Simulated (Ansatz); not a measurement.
According to r²SCAN in the plane-wave PAW code Ansatz, VSi2 in the hexagonal phase (P6_222; V on 3c, Si on 6i) relaxes to a = 4.529 Å, c = 6.331 Å. Its formation energy from the elements is -0.47 eV/atom, with no fitted shifts.

Electronic character: metallic (no gap). The magnetic state found is ferromagnetic. The net moment is 0.09 μB per atom.

The bulk modulus is 1860 kbar. Bader charges are V +0.89, Si -0.45 e.

The cell was relaxed with r²SCAN under the symmetry of its start. Magnetic state: ferromagnetic, the only order run, not a proven ground state. Other orbital occupations within this spin state were not tried. The references are the lowest solids computed at this level, not always the standard phases.

Potentials: the later of the program's two PAW sets.
